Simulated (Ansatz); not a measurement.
# Phonons of YbO in the zincblende structure

Computed with Ansatz (plane waves, PAW, 420 eV cutoff): PBEsol, scalar-relativistic, no spin polarisation, Gaussian smearing of 0.05 eV; PAW files: Ansatz's generated set soft_2.

```
CELL_PARAMETERS angstrom
0.00000 2.56913 2.56913
2.56913 0.00000 2.56913
2.56913 2.56913 0.00000
ATOMIC_POSITIONS crystal
Yb 0.00000 0.00000 0.00000
O 0.25000 0.25000 0.25000
```

This is a trial structure; measured cells of the compound in the Crystallography Open Database are in space group Fm-3m (rock salt).

Force constants come from finite displacements in a 3×3×3 supercell (the unit cell's 12×12×12 k-mesh, folded to it); the long-range dipole term is included. Points in reciprocal vectors of this cell: Γ = (0.000, 0.000, 0.000), X = (-0.500, -0.500, 0.000), U = (-0.375, -0.375, 0.250), K = (-0.375, 0.000, 0.375), L = (0.000, 0.000, 0.500), W = (-0.500, -0.250, 0.250).

Frequencies at the named points (cm⁻¹, imaginary ones negative):
| point | ω (cm⁻¹) |
| --- | --- |
| Γ | 0 0 0 373 373 414 |
| X | 102 102 153 339 339 408 |
| U | 93 103 152 345 350 398 |
| K | 93 103 152 345 350 398 |
| L | 68 68 148 359 359 386 |
| W | 97 101 153 339 359 395 |

(1) Is the structure dynamically stable along this path, and where does the spectrum end?

(2) What does the harmonic approximation give for the vibrational free energy, entropy and heat capacity?

Answers:

(1) Yes: no branch is imaginary beyond numerical noise. The highest frequency is 414 cm⁻¹, at Γ. Points that don't fit the supercell are interpolated.

(2) Zero-point energy 43.3 meV/atom.
```csv
T (K),F_vib (meV/atom),S (J/K per mole of atoms),C_V (J/K per mole of atoms)
100,38.9,10.5,12.3
200,22.1,21.4,19.1
300,-4.7,29.8,21.9
400,-39.0,36.3,23.1
500,-79.4,41.5,23.7
600,-124.8,45.9,24.1
700,-174.3,49.6,24.3
800,-227.4,52.9,24.5
900,-283.8,55.8,24.6
1000,-342.9,58.3,24.6
```

The highest mode, 414 cm⁻¹, is worth 600 K. At 300 K the heat capacity has reached 88 % of the classical limit 3R = 24.9 J/K per mole of atoms, since the stiffer modes are still partly frozen out.

Cost: 36 min on 4 threads of Arm Neoverse V2, with other jobs on the host, peak memory 7.1 GiB.

For elements this heavy, spin–orbit coupling would shift levels and gaps; it isn't included here.
